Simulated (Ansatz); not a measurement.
The calculation used DFT PBE, scalar-relativistic, plane waves, PAW in Ansatz. All cells share a 420 eV cutoff and Γ-centred k meshes spaced at most about 0.3 Å⁻¹ (about 0.25 or finer for metals, 2π included). No spin polarisation in the final relaxations.

Temperature and zero-point effects are left out. All come from trial cells, and lower structures may exist.

Question: Order these relaxed structures of Cd4S by energy, lowest first, with the energy over the lowest of them.
A.

```
Cd S
1.0
     5.96522    0.00000    0.00000
    -2.98261    5.16604    0.00000
     0.00000    0.00000    5.07392
Cd S
4 1
Direct
  0.50000 0.00000 0.00000
  0.00000 0.50000 0.00000
  0.50000 0.50000 0.00000
  0.00000 0.00000 0.00000
  0.00000 0.00000 0.50000
```

B.

```
Cd S
1.0
     5.11004    0.00000    0.00000
    -2.55502    4.42542    0.00000
     0.00000    0.00000    5.99487
Cd S
4 1
Direct
  0.33333 0.66667 0.00000
  0.66667 0.33333 0.00000
  0.33333 0.66667 0.50000
  0.66667 0.33333 0.50000
  0.00000 0.00000 0.00000
```

C.

```
Cd S
1.0
    -3.21312    3.21312    3.21312
     3.21312   -3.21312    3.21312
     3.21312    3.21312   -3.21312
Cd S
4 1
Direct
  0.50000 0.50000 0.50000
  0.50000 0.00000 0.00000
  0.00000 0.00000 0.50000
  0.00000 0.50000 0.00000
  0.00000 0.00000 0.00000
```

D.

```
Cd S
1.0
     5.30923    0.00000    0.00000
     0.00000    5.30923    0.00000
     0.00000    0.00000    6.19266
Cd S
4 1
Direct
  0.00000 0.50000 0.50000
  0.50000 0.00000 0.50000
  0.00000 0.00000 0.23241
  0.00000 0.00000 0.76759
  0.50000 0.50000 0.50000
```

Answer: D (0 meV/atom), A (16 meV/atom), B (29 meV/atom), C (60 meV/atom). Forms: D P4/mmm; A P6/mmm; B P6/mmm; C Im-3m. Counting Cd atoms around S (those within 1.25 times the shortest such distance or 1.15 times the sum of covalent radii; the shortest distance is added where it is long for a bond): D has S 4; A has S 2; B has S 6 from 3.0 Å; C has S 8. Even the lowest lies +0.12 eV/atom against the elements.

For metals, differences of a few meV/atom aren't resolved. A magnetic state wasn't ruled out in cells without spin, among them P6/mmm at 31.3 Å³/atom. Cells relaxed within their symmetry can be saddle points. Some types were kept out of the candidates beforehand, so the set may lack a known form.
